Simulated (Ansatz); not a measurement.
Theory: Ansatz, DFT PBE, scalar-relativistic, plane waves, PAW. Cutoff 420 eV, Γ-centred 8×8×2 mesh (12-atom cell), Gaussian smearing of 0.02 eV, no spin polarisation.

The zero of energy is the elements' standard structures at the same level (O₂ as a molecule); no fitted shifts are applied. The references include grey tin.

Problem. Propose a candidate for a tetragonal semiconductor made of O, Pb and Sn, with a gap near 1.1 eV, a formation energy near −1.14 eV/atom and about 22 Å³ per atom, in a cell of 12 atoms.

Solution. SnPb2O3, space group P4/nmm (No. 129). Sn is surrounded by 4 O at 2.28 Å; Pb on its first site is surrounded by 4 O at 2.33 Å; around Pb on its second site lie 4 O at 2.34 Å; O on a site of symmetry 2mm is surrounded by 2 Sn at 2.28 Å, 2 Pb at 2.34 Å and 4 O at 2.82 Å; 1 more site not described.

```
Sn Pb O
1.0
     3.98710    0.00000    0.00000
     0.00000    3.98710    0.00000
     0.00000    0.00000   16.40800
Sn Pb O
2 4 6
Cartesian
  0.0000 1.9936 12.1635
  1.9936 0.0000 4.2445
  0.0000 1.9936 1.2157
  0.0000 1.9936 6.5837
  1.9936 0.0000 15.1923
  1.9936 0.0000 9.8243
  0.0000 0.0000 11.0479
  0.0000 0.0000 0.0000
  0.0000 0.0000 5.3601
  1.9936 1.9936 11.0479
  1.9936 1.9936 0.0000
  1.9936 1.9936 5.3601
```

* Volume per atom: 21.7 Å³
* Density: 7.4 g/cm³
* Formation energy: −1.141 eV/atom
* Gap on the 8×8×2 mesh of the 12-atom cell: 1.13 eV

The structure comes from a generated guess, relaxed at this level; another structure or a mixture of phases may lie lower. The answer needn't be unique; the calculation gave this one.

Weakly bound directions are ill-defined at this level, which has no dispersion term. Spin–orbit coupling, which can matter for Pb, is left out. Kohn–Sham gaps at this level usually fall short of measured ones. The missing spin–orbit coupling can work the other way here. Symmetry constrained the relaxation, so the result can be a saddle point.
